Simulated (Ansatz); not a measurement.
## Two inputs for BN

This input was run with Ansatz:

```yaml
crystal:
  lattice:
    - [1.78775772, 0.0, 0.0]
    - [-0.89387886, 1.5482436, 0.0]
    - [0.0, 0.0, 2.9587985]
  atoms:
    - { symbol: B, position: [0.6666666667, 0.3333333333, 0.999724] }
    - { symbol: B, position: [0.3333333333, 0.6666666667, 0.499724] }
    - { symbol: "N", position: [0.6666666667, 0.3333333333, 0.625276] }
    - { symbol: "N", position: [0.3333333333, 0.6666666667, 0.125276] }
kpoints:
  mp_grid: { grid: [12, 12, 7] }
scf:
  occupations: { method: fermi_dirac, width: 0.02 }
  max_iter: 60
hamiltonian:
  xc: pbe
  pseudopotentials: { kind: paw }
output:
  forces: true
  stress: true
  populations: true
  efg:
    quadrupole_moments_barn: { B: 0.04059, "N": 0.02044 }
    contact_densities: true
```

It converged. Of its output the block on the nuclei alone is shown, without the SCF iterations, energies, forces and stress (one atom of each set):

```
--- PAW observables at the nuclei: V_zz in 10²¹ V/m², potentials from the cell's mean, atoms counted from 1 ---
  atom   1  B  V_zz =    +0.071520   η = 0.0000   by run symmetry: allowed   C_q = +0.0702 MHz
            electrostatic potential = -358.740856 V   contact ρ = 493.151691 e/Å³
  atom   3  N  V_zz =    +1.260248   η = 0.0000   by run symmetry: allowed   C_q = +0.6229 MHz
            electrostatic potential = -548.333895 V   contact ρ = 1416.696651 e/Å³
```

(1) Can these gradients be trusted, and how do they compare with a run on standard settings?

Results:

(1) No. Against the standard input the change is `crystal.lattice`: [[2.5539396017, 0.0, 0.0], [-1.2769698009, 2.2117765748, 0.0], [0.0, 0.0, 4.226855]] → [[1.78775772, 0.0, 0.0], [-0.89387886, 1.5482436, 0.0], [0.0, 0.0, 2.9587985]]; `scf.max_iter`: not typed → 60. A site carries the number of its first atom; V_zz in 10²¹ V/m².

```tsv
site	atom	V_zz standard	η standard	V_zz here	η here
B	1	0.074	0.00	0.072	0.00
N	3	0.46	0.00	1.26	0.00
```

The largest change of V_zz is on N, from 0.46 to 1.26. At these positions the changed run has forces up to 2.4 eV/Å, so its atoms aren't at their own equilibrium. Its pressure is 2567 GPa, against 0 GPa in the reference run. The gap closes in the changed run, so its gradients also hang on the k-mesh and the smearing. SCF iterations: 6 and 6. The changed input holds a lattice far too small, so its numbers aren't properties of the crystal.
